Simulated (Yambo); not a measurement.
BSE-type run in Yambo on KCdF3 (cubic perovskite, space group Pm-3m, No. 221), at zero momentum. PBEsol wavefunctions on a 4×4×4 mesh, a = 4.3821 Å, b = 4.3821 Å, c = 4.3821 Å, α = 90.00°, β = 90.00°, γ = 90.00°.

Yambo input:
```
rim_cut
optics
bse
bss
dipoles
em1s
RandQpts= 1000000
RandGvec= 1 Ry
FFTGvecs= 40 Ry
Chimod= "HARTREE"
BSKmod= "SEX"
BSEmod= "resonant"
BSSmod= "hs"
BSENGexx= 15 Ry
BSENGBlk= 3 Ry
% KfnQP_E
 3.398 | 1.0 | 1.0 |
%
% BSEQptR
 1 | 1 |
%
% BSEBands
 12 | 35 |
%
% BEnRange
 0.0 | 17.2 | eV
%
% BDmRange
 0.15 | 0.15 | eV
%
BEnSteps= 344
% BLongDir
 1.0 | 0.0 | 0.0 |
%
BSHayTrs= -0.02
BSSNEig= 24
WRbsWF
% BndsRnXs
 5 | 56 |
%
NGsBlkXs= 3 Ry
% LongDrXs
 1.0 | 1.0 | 1.0 |
%
```

From the report:

The dimension is k points × valence × conduction bands = 64 × 14 × 10 = 8960.
```
   [SLEPC] Approach                          : Krylov-Schur
   [SLEPC] Number of requested eigenvalues   :  24
   [SLEPC] Number of eigenvalues        [NEV]:  24
    [K] Dimension                                    :   8960
    [K] Bands                                        :   12   35
    [K] Exchange res                                 : yes
    [K] Correlation res                              : yes
    [K] W interaction is bare                        : no
    [K] RL vectors exchange                          :   619
    [K] RL vectors correlation                       :   81
    [W] Matrix size                                  :   81
    [W] Bands                                        :    5   56
    [W] Coulomb Cutoff                               : none
    [W] Hxc Kernel                                   : HARTREE
```

Spin-orbit coupling is not included.

Geometry of the Materials Project entry, not relaxed at this level.

The structure is a Materials Project entry; no match was found in the copy of COD used, and its stability was not checked.
